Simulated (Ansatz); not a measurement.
Values for one crystal, relaxed and computed with r²SCAN in the plane-wave PAW code Ansatz; other levels are named.

```yaml
volume_per_atom: 13.45 Å³
band_gap: 3.17 eV (indirect)
hill_bulk_and_shear_moduli: 104 and 73.8 GPa
conduction_band_minimum: on the M–K line, 9 % of the way from M (6 equivalent valleys)
mechanical_stability: stable (all eigenvalues of C positive)
Formation energy from the elements (no fitted shifts): -879 meV/atom
Poisson's ratio: 0.21
```

### Question
Pick the material that matches.
(A) PtS2, CdI2 type
(B) BeS, P6_422 (Be on 3c, S on 3d)
(C) HfS3, P2_1/m (Hf on 2e, S on 2e, S on 2e, S on 2e)
(D) Co3S4, Fd-3m (Co on 16d, Co on 8a, S on 32e)

### Answer
B, BeS, P6_422 (Be on 3c, S on 3d)

The start of the workflow was typed in or built on a structure type; neither database checked (COD, Materials Project) lists it. COD files the formula under space group No. 216, so this cell is another polymorph or a model. Whether it is the stable phase at ambient conditions was not checked. The r²SCAN relaxation kept the symmetry of its start; its stability against distortions is not shown here. The references are the lowest solids computed at this level, not always the standard phases.

Potentials: the earlier of the program's two PAW sets.
